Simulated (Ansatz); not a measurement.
**What moves the field gradients of CdPtC6N6?**

Cell of run 1: a structure deposited in the COD, taken as it stands.

Space group Fm-3m (No. 225); a = 10.9421 Å.

| site | Wyckoff | site symmetry | x | y | z |
| --- | --- | --- | --- | --- | --- |
| Cd | 4b | m-3m | 0.5000 | 0.5000 | 0.5000 |
| Pt | 4a | m-3m | 0.0000 | 0.0000 | 0.0000 |
| C | 24e | 4m.m | 0.1856 | 0.5000 | 0.5000 |
| N | 24e | 4m.m | 0.2857 | 0.5000 | 0.5000 |

One atom of each set is listed; the run and its k-mesh use a cell of 14 atoms with edges of 7.74, 7.74, 7.74 Å.

Relaxed positions (PBE, cell held):

Cd (0.5000, 0.5000, 0.5000)
Pt (0.0000, 0.0000, 0.0000)
C (0.1833, 0.5000, 0.5000)
N (0.2891, 0.5000, 0.5000)

All runs are DFT with Ansatz 0.2.0 (plane waves and PAW, scalar-relativistic unless spin–orbit coupling is named, Γ-centred meshes, Fermi–Dirac smearing where given) in this cell.

Run 1: PBE, atoms as given; 420 eV, 5×5×5 k-points, smearing 0.05 eV.
Run 2: PBE, atoms relaxed; 420 eV, 5×5×5 k-points, smearing 0.05 eV.
Run 3: r2SCAN, at the relaxed atoms; 500 eV, 5×5×5 k-points, smearing 0.05 eV.
Run 4: PBE with spin–orbit coupling, at the relaxed atoms; 420 eV, 5×5×5 k-points, smearing 0.05 eV.

```tsv
run	C V_zz (η)	N V_zz (η)
1	-4.02 (0.00)	-7.08 (0.00)
2	-3.81 (0.00)	-5.87 (0.00)
3	?	?
4	-3.82 (0.00)	-5.88 (0.00)
```

V_zz in 10²¹ V/m²; 2 of the 4 sets of like atoms are followed.

Problem. Estimate the row of run 3.

Solution. C: -4.18 (0.00); N: -6.16 (0.00). It lies nearest to run 4, from whose tensors on these sites it differs by 0.36 at most (largest principal value of the difference, on C). Taken one at a time, the positions of the atoms (as given or relaxed) move the tensors on these sites by up to 1.21 (largest principal value of the change, on N), the functional (r2SCAN with its higher cutoff) by 0.36 (C), spin–orbit coupling by 0.01.

The database entry as given showed forces above 3 eV/Å or a pressure above 30 GPa, though relaxing it moves no atom far. In runs 1, 3 the atoms aren't at the calculated equilibrium (largest force 9.2, 0.86 eV/Å). The cell isn't the equilibrium one in run 1 (calculated pressure 9 GPa), and the entry's cell may itself be off.
